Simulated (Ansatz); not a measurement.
## MoSi2: strain energy, fitted

MoSi2, I4/mmm, a = 3.202 Å, c = 7.819 Å. Ansatz: r2SCAN, PAW, 500 eV, Γ-centred 12×12×6 mesh on 6 atoms, Gaussian smearing 0.10 eV; no spin polarisation. Series: uniaxial strain along c, with a, b and atoms relaxed; x is the strain in per cent. y is the free energy over the unstrained cell, V0 = 13.358 Å³/atom.

| x (%) | y (meV/atom) |
| --- | --- |
| -4.5 | ? |
| -3.0 | 20.61 |
| -1.5 | 4.90 |
| 0.0 | 0.00 |
| 1.5 | 4.57 |
| 3.0 | 17.39 |
| 4.5 | 37.35 |

Task: Fit y = c2 x² + c3 x³ to the other rows, turn c2 into a modulus, and predict the missing energy.

Result: Least squares on the rows shown. y = 2.1111 x² − 0.059282 x³. In eV per unit strain² c2 is 21.11; this is Young's modulus along the axis (E = ½ Y V0 ε²): 2 × 21.11 × 160.2 / (13.358) = 506 GPa. At x = -4.5 the fit asked for gives 48.15 meV/atom. The run gave 48.61 meV/atom, so the fit is 0.46 meV/atom too low, 0.95 % of the span of the series, against an rms of 0.02 meV/atom on the fitted rows. The row lies outside the fitted range. With a term in x⁴ added, a fit to the same known rows predicts 48.21 meV/atom, no real gain.